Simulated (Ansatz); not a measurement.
Consider the following.

SiSnGeC:
```
CELL_PARAMETERS angstrom
      1.88478     1.08818     6.18646
     -1.88478     1.08818     6.18646
      0.00000    -2.17635     6.18646
ATOMIC_POSITIONS crystal
  C  0.00891 0.00891 0.00891
  Si 0.11114 0.11114 0.11114
  Ge 0.49324 0.49324 0.49324
  Sn 0.63671 0.63671 0.63671
```

This is the PBE-relaxed structure.

Question: All from the program Ansatz at the PBE level (PAW), unless another level is named. Predict the electronic character.

Answer: metallic (no gap).

Question: Next, the formation energy from the elements (no fitted shifts)?

Answer: 0.40 eV/atom.

Question: Give the density of states at the Fermi level.

Answer: 0.03 states/eV per atom (mean over ±0.08 eV).

Space group R3m. The start of the workflow was typed in or built on a structure type; neither database checked (COD, Materials Project) lists it. Whether it is the stable phase at ambient conditions was not checked. The PBE relaxation kept the symmetry of its start; whether a distortion lowers the energy is not shown. The volume moved by 26 % from the start of the relaxation. Its formation energy is positive at this level, so the cell may be metastable or incomplete. The references are the lowest solids computed at this level, not always the standard phases. Spin–orbit coupling is left out wherever it is not named.

Potentials: the earlier of the program's two PAW sets.
